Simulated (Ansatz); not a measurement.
Here is the system:

Mg2Ge:
```cif
data_Ge4Mg8
_chemical_formula_sum 'Ge4 Mg8'
_space_group_name_H-M_alt 'Fm-3m'
_space_group_IT_number 225
_space_group_name_Hall '-F 4 2 3'
_cell_length_a 6.28579
_cell_length_b 6.28579
_cell_length_c 6.28579
_cell_angle_alpha 90.000
_cell_angle_beta 90.000
_cell_angle_gamma 90.000
loop_
_atom_site_label
_atom_site_type_symbol
_atom_site_symmetry_multiplicity
_atom_site_Wyckoff_symbol
_atom_site_fract_x
_atom_site_fract_y
_atom_site_fract_z
_atom_site_occupancy
Ge1 Ge 4 a 0.00000 0.00000 0.00000 1
Mg1 Mg 8 c 0.25000 0.25000 0.25000 1
```
(The calculation used a cell of 3 atoms; values per cell refer to that cell.)

This is the LDA-relaxed structure.

### Question
All from LDA (plane waves, PAW; program Ansatz), unless another level is named. Give the hole effective mass, band 2 of 3 at the edge.

### Answer
0.34 along [100], 0.34 along [110], 0.95 along [111] (mₑ).

### Question
Predict the electron effective mass.

### Answer
0.18, 0.18, 0.55 mₑ (principal values).

### Question
Predict the formation energy from the elements (no fitted shifts).

### Answer
-0.31 eV/atom.

### Question
Predict the weight of the valence-edge state by species (Voronoi cells).

### Answer
Ge 68 %, Mg 32 %.

The cell was relaxed with LDA under the symmetry of its start; phonons on a q-mesh show no instability. The references are the lowest solids computed at this level, not always the standard phases. Spin–orbit coupling is left out wherever it is not named.

Potentials: the later of the program's two PAW sets.

Edges and masses are those of Kohn–Sham bands, whose gap is no quasiparticle gap.
